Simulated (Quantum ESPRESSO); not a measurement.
## Ge6BN (input and log of a self-consistent run)

Simulated, not a measurement. The program is pw.x of Quantum ESPRESSO 7.5 (plane-wave density functional theory). The cell is made up: 8 atoms on a zincblende/diamond lattice, with randomly drawn elements, strain and displacements, not relaxed. PseudoDojo standard norm-conserving files (v0.5 for PBE, v0.4.1 for LDA and PBEsol) set the functional; there is no spin polarisation, spin-orbit coupling or dispersion term, and the masses in the input are unused placeholders.

Input:

```
&control calculation='scf', pseudo_dir='./dojo.nc.sr.pbe.v0_5.standard.upf', outdir='./o', disk_io='medium', tprnfor=.true., tstress=.true. /
&system ibrav=0, nat=8, ntyp=3, nbnd=56, ecutwfc=84.00895049, nosym=.true., tot_charge=0,
 occupations='smearing', smearing='fd', degauss=0.0073498644
/
&electrons conv_thr=7.350e-09, electron_maxstep=60, /
ATOMIC_SPECIES
B 1.0 B.upf
Ge 1.0 Ge.upf
N 1.0 N.upf
CELL_PARAMETERS angstrom
5.6735 0.0 0.0
0.0 5.6735 0.0
0.0 0.0 5.6735
ATOMIC_POSITIONS angstrom
Ge -0.0168 0.0636 0.0642
Ge 0.1014 2.8347 2.8333
B 2.7494 -0.0897 2.9038
N 2.8608 2.8717 0.0498
Ge 1.2821 1.3131 1.367
Ge 1.3304 4.1862 4.2574
Ge 4.2339 1.358 4.3548
Ge 4.1804 4.1846 1.4634
K_POINTS automatic
6 6 6 1 1 1
```

The log is shortened where brackets say so; the opening notice, blank lines, dates and the lines on written files are dropped, and the path of the files is cut. It prints rydbergs, bohrs and kilobars, and counts compression as positive stress.

```
     Program PWSCF v.7.5
     Parallel version (MPI & OpenMP), running on       1 processor cores
     Number of MPI processes:                 1
     Threads/MPI process:                     1
     [start-up lines left out]
     bravais-lattice index     =            0
     lattice parameter (alat)  =      10.7214  a.u.
     unit-cell volume          =    1232.3946 (a.u.)^3
     number of atoms/cell      =            8
     number of atomic types    =            3
     number of electrons       =        92.00
     number of Kohn-Sham states=           56
     kinetic-energy cutoff     =      84.0090  Ry
     charge density cutoff     =     336.0358  Ry
     scf convergence threshold =      7.3E-09
     mixing beta               =       0.7000
     number of iterations used =            8  plain     mixing
     Exchange-correlation= PBE
                           (   1   4   3   4   0   0   0)
     [axes and pseudopotential details left out]
   Cartesian axes
     site n.     atom                  positions (alat units)
         1        Ge     tau(   1) = (  -0.0029611   0.0112100   0.0113158  )
         2        Ge     tau(   2) = (   0.0178726   0.4996387   0.4993919  )
         3        B      tau(   3) = (   0.4846039  -0.0158103   0.5118181  )
         4        N      tau(   4) = (   0.5042390   0.5061602   0.0087777  )
         5        Ge     tau(   5) = (   0.2259804   0.2314444   0.2409447  )
         6        Ge     tau(   6) = (   0.2344937   0.7378514   0.7504010  )
         7        Ge     tau(   7) = (   0.7462589   0.2393584   0.7675685  )
         8        Ge     tau(   8) = (   0.7368291   0.7375694   0.2579360  )
     number of k points=   108  Fermi-Dirac smearing, width (Ry)=  0.0073
     Number of k-points >= 100: set verbosity='high' to print them.
     Dense  grid:   128203 G-vectors     FFT dimensions: (  64,  64,  64)
     Estimated max dynamical RAM per process >     183.01 MB
     Initial potential from superposition of free atoms
     starting charge      91.9948, renormalised to      92.0000
     Starting wfcs are   62 randomized atomic wfcs
     total cpu time spent up to now is       64.8 secs
     per-process dynamical memory:    98.6 Mb
     Self-consistent Calculation
     iteration #  1     ecut=    84.01 Ry     beta= 0.70
     Davidson diagonalization with overlap
     ethr =  1.00E-02,  avg # of iterations =  3.0
     Threshold (ethr) on eigenvalues was too large:
     Diagonalizing with lowered threshold
     Davidson diagonalization with overlap
     ethr =  7.50E-04,  avg # of iterations =  1.9
     total cpu time spent up to now is      398.1 secs
     total energy              =   -1097.64655219 Ry
     estimated scf accuracy    <       0.68453001 Ry
     iteration #  2     ecut=    84.01 Ry     beta= 0.70
     Davidson diagonalization with overlap
     ethr =  7.44E-04,  avg # of iterations =  6.8
     total cpu time spent up to now is      596.5 secs
     total energy              =   -1097.38798412 Ry
     estimated scf accuracy    <       5.15621987 Ry
     iteration #  3     ecut=    84.01 Ry     beta= 0.70
     Davidson diagonalization with overlap
     ethr =  7.44E-04,  avg # of iterations =  4.9
     total cpu time spent up to now is      804.6 secs
     total energy              =   -1097.99468307 Ry
     estimated scf accuracy    <       0.15723169 Ry
     iteration #  4     ecut=    84.01 Ry     beta= 0.70
     Davidson diagonalization with overlap
     ethr =  1.71E-04,  avg # of iterations =  3.1
     total cpu time spent up to now is      992.1 secs
     total energy              =   -1098.02361864 Ry
     estimated scf accuracy    <       0.04299114 Ry
     iteration #  5     ecut=    84.01 Ry     beta= 0.70
     Davidson diagonalization with overlap
     ethr =  4.67E-05,  avg # of iterations =  2.2
     total cpu time spent up to now is     1187.9 secs
     total energy              =   -1098.02987846 Ry
     estimated scf accuracy    <       0.00352314 Ry
     [iterations 6 to 7 left out]
     iteration #  8     ecut=    84.01 Ry     beta= 0.70
     Davidson diagonalization with overlap
     ethr =  1.05E-07,  avg # of iterations =  2.0
     total cpu time spent up to now is     1803.0 secs
     total energy              =   -1098.03058411 Ry
     estimated scf accuracy    <       0.00000121 Ry
     iteration #  9     ecut=    84.01 Ry     beta= 0.70
     Davidson diagonalization with overlap
     ethr =  1.31E-09,  avg # of iterations =  4.7
     total cpu time spent up to now is     2117.6 secs
     total energy              =   -1098.03058463 Ry
     estimated scf accuracy    <       0.00000068 Ry
     iteration # 10     ecut=    84.01 Ry     beta= 0.70
     Davidson diagonalization with overlap
     ethr =  7.40E-10,  avg # of iterations =  2.0
     total cpu time spent up to now is     2304.2 secs
     total energy              =   -1098.03058478 Ry
     estimated scf accuracy    <       0.00000011 Ry
     iteration # 11     ecut=    84.01 Ry     beta= 0.70
     Davidson diagonalization with overlap
     ethr =  1.18E-10,  avg # of iterations =  2.0
     total cpu time spent up to now is     2485.3 secs
     total energy              =   -1098.03058481 Ry
     estimated scf accuracy    <          7.7E-09 Ry
     iteration # 12     ecut=    84.01 Ry     beta= 0.70
     Davidson diagonalization with overlap
     ethr =  8.39E-12,  avg # of iterations =  4.0
     total cpu time spent up to now is     2779.3 secs
     End of self-consistent calculation
     Number of k-points >= 100: set verbosity='high' to print the bands.
     the Fermi energy is     6.5464 ev
!    total energy              =   -1098.03058481 Ry
     estimated scf accuracy    <          1.2E-09 Ry
     smearing contrib. (-TS)   =      -0.00594130 Ry
     internal energy E=F+TS    =   -1098.02464351 Ry
     The total energy is F=E-TS. E is the sum of the following terms:
     one-electron contribution =    -633.01723875 Ry
     hartree contribution      =     370.46087367 Ry
     xc contribution           =    -269.39697739 Ry
     ewald contribution        =    -566.07130104 Ry
     convergence has been achieved in  12 iterations
     Forces acting on atoms (cartesian axes, Ry/au):
     atom    1 type  2   force =    -0.04601813   -0.09010877   -0.04095092
     atom    2 type  2   force =    -0.05982413   -0.04162689   -0.01111514
     atom    3 type  1   force =     0.00074825   -0.00049626   -0.00402077
     atom    4 type  3   force =     0.00527578   -0.00987728   -0.00362127
     atom    5 type  2   force =     0.15389134    0.03887748    0.08387481
     atom    6 type  2   force =     0.11565387    0.05843925    0.02505530
     atom    7 type  2   force =    -0.09187561    0.02740396   -0.05201882
     atom    8 type  2   force =    -0.07785137    0.01738852    0.00279681
     Total force =     0.292270     Total SCF correction =     0.000129
     Computing stress (Cartesian axis) and pressure
          total   stress  (Ry/bohr**3)                   (kbar)     P=      -71.99
  -0.00051371   0.00007013   0.00019491          -75.57       10.32       28.67
   0.00007013  -0.00048641   0.00009798           10.32      -71.55       14.41
   0.00019491   0.00009798  -0.00046802           28.67       14.41      -68.85
     init_run     :     55.18s CPU     64.71s WALL (       1 calls)
     electrons    :   2625.87s CPU   2714.56s WALL (       1 calls)
     forces       :     28.78s CPU     29.31s WALL (       1 calls)
     stress       :     89.47s CPU     89.97s WALL (       1 calls)
     [timing details left out]
     PWSCF        :  46m40.18s CPU  48m24.29s WALL
     JOB DONE.
```

In other units: free energy -14939.467 eV for the cell, pressure -7.20 GPa, largest force component 3.957 eV/Å. A rerun of this cell at 1437 eV and a 8 x 8 x 8 mesh moved values by no more than 0.004 eV in energy, 0.02 GPa in stress and 0.005 eV/Å in force.